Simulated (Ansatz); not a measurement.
An Ansatz (a program for electronic structure) input:

Ansatz 0.2 input:
```yaml
crystal:
  lattice:
    - [6.5835166906, 0.0, 0.0]
    - [-3.2917583453, 5.7014927003, 0.0]
    - [0.0, 0.0, 4.1944435767]
  atoms:
    - { symbol: Y, position: [0.0, 0.6473881052, 0.0] }
    - { symbol: Y, position: [0.6473881052, 0.0, 0.0] }
    - { symbol: Y, position: [0.3526118948, 0.3526118948, 0.0] }
    - { symbol: Si, position: [0.6666666667, 0.3333333333, 0.5] }
    - { symbol: Si, position: [0.3333333333, 0.6666666667, 0.5] }
    - { symbol: Si, position: [0.0, 0.2682381376, 0.5] }
    - { symbol: Si, position: [0.2682381376, 0.0, 0.5] }
    - { symbol: Si, position: [0.7317618624, 0.7317618624, 0.5] }
kpoints:
  mp_grid: { grid: [6, 6, 7] }
  band_path:
    path:
      - [[0.0, 0.0, 0.0], [0.5, 0.0, 0.0], [0.3333333333, 0.3333333333, 0.0], [0.0, 0.0, 0.0], [0.0, 0.0, 0.5], [0.5, 0.0, 0.5], [0.3333333333, 0.3333333333, 0.5], [0.0, 0.0, 0.5]]  # Γ-M-K-Γ-A-L-H-A
      - [[0.5, 0.0, 0.5], [0.5, 0.0, 0.0]]  # L-M
      - [[0.3333333333, 0.3333333333, 0.5], [0.3333333333, 0.3333333333, 0.0]]  # H-K
    npoints: 8
basis: { xc_grid: 2 }
hamiltonian:
  xc: pbe
  pseudopotentials: { kind: paw }
magnetization: { noncollinear: true, spin_orbit: true }
scf:
  n_extra_bands: 17
  convergence: { dr2_threshold: 0.0000000001 }
  occupations: { method: gaussian, width: 0.05 }
output: { eigenvalues: true }
```

Question: How many symmetry operations and irreducible k-points will the run report?

Answer: 12 operations, 28 of 252 k-points.

Question: With a cutoff of 420 eV, how many plane waves at Γ?

Answer: 3015.

It took very roughly 4 core-minutes on shared server cores.

Space group P-62m. The start of the workflow was typed in or built on a structure type; neither database checked (COD, Materials Project) lists it. Its standing as an ambient phase is unchecked. The cell was relaxed with PBE under the symmetry of its start; whether a distortion lowers the energy is not shown. The run is not spin-polarised.

Potentials: the later of the program's two PAW sets.

Ansatz is a plane-wave DFT program.
